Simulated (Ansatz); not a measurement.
CoPtAu:
```cif
data_AuCoPt
_chemical_formula_sum 'Co1 Pt1 Au1'
_space_group_name_H-M_alt 'P 1'
_space_group_IT_number 1
_cell_length_a 2.74888
_cell_length_b 2.74888
_cell_length_c 6.61339
_cell_angle_alpha 90.000
_cell_angle_beta 90.000
_cell_angle_gamma 120.000
loop_
_space_group_symop_operation_xyz
  'x, y, z'
loop_
_atom_site_label
_atom_site_type_symbol
_atom_site_fract_x
_atom_site_fract_y
_atom_site_fract_z
_atom_site_occupancy
Co1 Co 0.00000 0.00000 0.00697 1
Pt1 Pt 0.33333 0.66667 0.31147 1
Au1 Au 0.66667 0.33333 0.68156 1
```
The run is spin-polarised; directions of the spins, atom by atom: ↑ 0 0.

Relaxed with PBEsol.

**Question.** Which orbitals make up the states near the Fermi level in DFT-PBEsol in the program Ansatz with PAW potentials?

**Answer.** Within 0.5 eV of the Fermi level: Co 3d 60 %, Pt 5d 24 %, Au 5d 6 %. Projections are on Löwdin-orthogonalised atomic valence shells; empty p or d shells of many metals are not among them.

**Question.** Tabulate the density of states.

**Answer.** States/eV per cell of 3 atoms, in 0.25 eV bins, energy from the Fermi level.

| E (eV) | total | Au 5d | Co 3d | Pt 5d |
|---|---|---|---|---|
| -7.85 | 0.59 | 0.09 | 0.01 | 0.04 |
| -7.60 | 1.13 | 0.45 | 0.02 | 0.08 |
| -7.35 | 1.87 | 1.03 | 0.04 | 0.13 |
| -7.10 | 1.44 | 0.70 | 0.03 | 0.17 |
| -6.85 | 2.87 | 1.36 | 0.08 | 0.69 |
| -6.60 | 2.96 | 1.58 | 0.11 | 0.69 |
| -6.35 | 3.79 | 2.07 | 0.15 | 1.07 |
| -6.10 | 4.09 | 2.28 | 0.15 | 1.10 |
| -5.85 | 2.72 | 1.35 | 0.13 | 0.85 |
| -5.60 | 3.28 | 1.55 | 0.22 | 1.20 |
| -5.35 | 4.26 | 2.16 | 0.29 | 1.45 |
| -5.10 | 4.21 | 2.20 | 0.29 | 1.41 |
| -4.85 | 4.38 | 1.79 | 0.64 | 1.57 |
| -4.60 | 4.36 | 1.74 | 0.45 | 1.76 |
| -4.35 | 4.51 | 1.93 | 0.55 | 1.60 |
| -4.10 | 4.09 | 2.05 | 0.52 | 1.25 |
| -3.85 | 5.08 | 2.39 | 0.92 | 1.46 |
| -3.60 | 4.25 | 1.76 | 0.83 | 1.34 |
| -3.35 | 3.73 | 1.38 | 0.80 | 1.23 |
| -3.10 | 4.33 | 1.14 | 1.22 | 1.61 |
| -2.85 | 5.68 | 1.16 | 1.93 | 2.17 |
| -2.60 | 4.80 | 1.00 | 1.80 | 1.61 |
| -2.35 | 4.63 | 0.94 | 1.85 | 1.55 |
| -2.10 | 3.62 | 0.66 | 1.52 | 1.17 |
| -1.85 | 4.04 | 0.78 | 1.76 | 1.26 |
| -1.60 | 4.23 | 0.69 | 2.05 | 1.25 |
| -1.35 | 4.88 | 0.60 | 2.84 | 1.15 |
| -1.10 | 4.59 | 0.51 | 2.58 | 1.22 |
| -0.85 | 4.68 | 0.46 | 2.34 | 1.55 |
| -0.60 | 2.95 | 0.31 | 1.64 | 0.68 |
| -0.35 | 2.70 | 0.19 | 1.50 | 0.71 |
| -0.10 | 3.33 | 0.21 | 1.99 | 0.77 |
| 0.15 | 2.98 | 0.16 | 1.80 | 0.71 |
| 0.40 | 3.68 | 0.16 | 2.43 | 0.77 |
| 0.65 | 2.60 | 0.11 | 1.63 | 0.50 |
| 0.90 | 1.29 | 0.06 | 0.57 | 0.24 |
| 1.15 | 1.09 | 0.06 | 0.36 | 0.21 |
| 1.40 | 1.02 | 0.06 | 0.26 | 0.18 |
| 1.65 | 0.93 | 0.05 | 0.20 | 0.15 |
| 1.90 | 0.89 | 0.05 | 0.16 | 0.13 |
| 2.15 | 0.82 | 0.04 | 0.12 | 0.11 |
| 2.40 | 0.83 | 0.04 | 0.10 | 0.10 |
| 2.65 | 0.84 | 0.04 | 0.09 | 0.08 |
| 2.90 | 0.81 | 0.03 | 0.08 | 0.07 |
| 3.15 | 0.75 | 0.03 | 0.06 | 0.06 |
| 3.40 | 0.72 | 0.02 | 0.06 | 0.05 |
| 3.65 | 0.70 | 0.02 | 0.05 | 0.04 |
| 3.90 | 0.67 | 0.02 | 0.04 | 0.03 |
| 4.15 | 0.58 | 0.01 | 0.04 | 0.03 |
| 4.40 | 0.57 | 0.01 | 0.03 | 0.02 |
| 4.65 | 0.79 | 0.02 | 0.04 | 0.04 |

Space group P3m1. The start of the workflow was typed in or built on a structure type; neither database checked (COD, Materials Project) lists it. Whether it is the stable phase at ambient conditions was not checked. The cell was relaxed with PBEsol under the symmetry of its start; its stability against distortions is not shown here. Magnetic state: ferromagnetic, the only order run, not a proven ground state. Scalar-relativistic: spin–orbit coupling is off unless named, which matters more the heavier the elements.

Potentials: the later of the program's two PAW sets.
